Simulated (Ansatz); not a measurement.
The start is a relaxed TiO2 cell with one O and one Ti atom exchanged in a cell of 6 atoms. A full variable-cell relaxation at zero pressure is run with PBEsol (plane waves to 420 eV, PAW, scalar-relativistic; Ansatz, an electronic-structure program). The first steps use a coarse 5×5×8 k-mesh.

Input geometry:
```
CELL_PARAMETERS angstrom
      4.59159     0.00000     0.00000
      0.00000     4.59159     0.00000
      0.00000     0.00000     2.93910
ATOMIC_POSITIONS crystal
  Ti 0.00000 0.00000 0.00000
  O  0.50000 0.50000 0.50000
  O  0.30442 0.30442 0.00000
  O  0.80442 0.19558 0.50000
  O  0.19558 0.80442 0.50000
  Ti 0.69558 0.69558 0.00000
```

Q: By how much does the energy per atom fall from start to end?

A: About 1.6 eV/atom.

Q: How does the volume per atom move from start to end?

A: +3.6 %, from 10.33 to 10.70 Å³/atom.

Q: Does it find its way back to the structure it was made from?

A: It does not go back: it is caught in Amm2 (No. 38), 0.84 eV/atom above the parent.

Q: Is the relaxed structure metallic? Give its gap.

A: No gap on the sampled points, where the bands overlap only slightly; such a result is sensitive to mesh and level.

Q: Give the final cell and atomic positions.

A: 
```cif
data_O8Ti4
_chemical_formula_sum 'Ti4 O8'
_space_group_name_H-M_alt 'Amm2'
_space_group_IT_number 38
_space_group_name_Hall 'A 2 -2'
_cell_length_a 2.77565
_cell_length_b 4.64821
_cell_length_c 9.94914
_cell_angle_alpha 90.000
_cell_angle_beta 90.000
_cell_angle_gamma 90.000
loop_
_atom_site_label
_atom_site_type_symbol
_atom_site_symmetry_multiplicity
_atom_site_Wyckoff_symbol
_atom_site_fract_x
_atom_site_fract_y
_atom_site_fract_z
_atom_site_occupancy
Ti1 Ti 2 a 0.00000 0.00000 0.02281 1
O1 O 2 b 0.50000 0.50000 0.15967 1
O2 O 2 a 0.00000 0.00000 0.19665 1
O3 O 4 e 0.50000 0.26653 0.42368 1
Ti2 Ti 2 a 0.00000 0.00000 0.77352 1
```
(The calculation used a cell of 6 atoms; values per cell refer to that cell.)

Final values are on a 17×11×11 k-mesh of the relaxed cell. The start holds a very short contact (O–O 1.94 Å). No spin polarisation in the result. No Hubbard U is applied.

The run could not lose the symmetry of its start, so the end can be a saddle point.

The relaxed structure here is a generated cell of TiO2: the first start was made by placing the elements on the sites of a structure type, and the end was not matched to a known phase here, so it may be hypothetical. Known forms of TiO2 include space group No. 61, 136, 141.
